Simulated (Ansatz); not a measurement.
## Trial structures of Cr3N: starts and ends

Computed with DFT PBE, scalar-relativistic, plane waves, PAW in Ansatz. All cells share a 420 eV cutoff and Γ-centred k meshes spaced at most about 0.3 Å⁻¹ (about 0.25 or finer for metals, 2π included). Collinear spin in cells that started with moments and kept them past the coarse steps, no spin elsewhere.

Each guess was relaxed in cell and atoms at zero pressure, within the symmetry of its start. These are static total energies at zero pressure. Coordination counts Cr atoms around N (those within 1.25 times the shortest such distance or 1.15 times the sum of covalent radii, 1.27 where that leaves under three; a plus sign parts nearer from farther groups).

| guess | made from | start group | V start (Å³/atom) | end group | V end (Å³/atom) | coordination at the end | gap on mesh (eV) | largest moment (μB) | E over the lowest end (meV/atom) |
| --- | --- | --- | --- | --- | --- | --- | --- | --- | --- |
| 1 | V3Ir type | Pm-3n | 11.1 | Pm-3n (A15) | 9.8 | N 12 | 0 | - | 0 |
| 2 | random cell | P4/mmm | 12.7 | P4/mmm | 11.0 | N 8 | 0 | 0.5 | 676 |
| 3 | LaMg3 type | Fm-3m | 14.5 | Fm-3m (BiF3 (D0_3)) | 10.4 | N 8+6 | 0 | 1.3 | 271 |
| 4 | Sb3Au type | Im-3m | 11.5 | Im-3m | 10.7 | N 6 | 0 | - | 292 |
| 5 | DyPb3 type | Pm-3m | 10.6 | ? | ? | ? | ? | ? | ? |

Guess 5 as it starts:

```yaml
crystal:
  lattice:
    - [3.48571, 0.00000, 0.00000]
    - [0.00000, 3.48571, 0.00000]
    - [0.00000, 0.00000, 3.48571]
  atoms:
    - { symbol: Cr, position: [0.00000, 0.50000, 0.50000] }
    - { symbol: Cr, position: [0.50000, 0.00000, 0.50000] }
    - { symbol: Cr, position: [0.50000, 0.50000, 0.00000] }
    - { symbol: N, position: [0.00000, 0.00000, 0.00000] }
```

Q: Fill in the missing row: what does this guess relax into, and where does it rank?

A: It ends in the Cu3Au (L1_2) type, space group Pm-3m (No. 221), with a = 3.431 Å, 10.1 Å³/atom and no gap; its coordination is N 12, without spin. It lies 204 meV/atom over the lowest end, above guess 1 and below guess 3. Counting Cr atoms around N, this end and the lowest (guess 1) both have N 12.

```yaml
crystal:
  lattice:
    - [3.43052, 0.00000, 0.00000]
    - [0.00000, 3.43052, 0.00000]
    - [0.00000, 0.00000, 3.43052]
  atoms:
    - { symbol: Cr, position: [0.00000, 0.50000, 0.50000] }
    - { symbol: Cr, position: [0.50000, 0.00000, 0.50000] }
    - { symbol: Cr, position: [0.50000, 0.50000, 0.00000] }
    - { symbol: N, position: [0.00000, 0.00000, 0.00000] }
```

Energies over the elements count from the elements' standard structures at the same level (N₂ as a molecule), with no fitted energy shifts.

Q: Is the lowest end bound against the elements?

A: No: its formation energy is +0.68 eV/atom. A positive value: parting into the elements would lower its energy.

The magnetic state reached may not be the lowest. Trial moments died out on the coarse mesh in Pm-3n, Pm-3m and Im-3m; another magnetic start might hold. Cells relaxed within their symmetry can be saddle points. A lower structure may well exist outside this small set. Some candidate types were left out of the draw beforehand, so a known form may be missing.
